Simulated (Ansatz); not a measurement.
# What DFT gives for Be2Ag

```
Ag Be
1.0
     0.00000    3.15277    3.15277
     3.15277    0.00000    3.15277
     3.15277    3.15277    0.00000
Ag Be
2 4
Cartesian
  0.0000 0.0000 0.0000
  1.5764 1.5764 1.5764
  3.9410 3.9410 3.9410
  3.9410 2.3646 2.3646
  2.3646 2.3646 3.9410
  2.3646 3.9410 2.3646
```

Level: r2SCAN, spin-orbit coupling; 500 eV; 9×9×9 Γ-centred mesh; fermi-dirac occupations (width 0.1 eV); Ansatz 0.2.0, fixed geometry.

The state carries no moments; the state need not be the lowest.

**Question.** Is it stable against the elements?

**Answer.** 0.03 eV an atom against the elements' usual phases (free molecules for gases, crystals otherwise, with no correction for O₂ or N₂), too near zero to call. Relaxing would lower it.

**Question.** Is the cell too large or too small?

**Answer.** The pressure is 5.1 GPa (compression positive), so with the atoms held at these fractions the cell would first expand.

**Question.** What happens at the Fermi level?

**Answer.** It is a metal, with about 0.7 states/eV a cell as the mean within 0.25 eV of the Fermi level.

**Question.** How is the charge shared?

**Answer.** Bader charges in e: Be +1.29, Ag -0.83. In the mean Be gives up most and Ag takes most. There are 2 density maxima away from the nuclei.

Origin: a database entry at a rescaled volume.
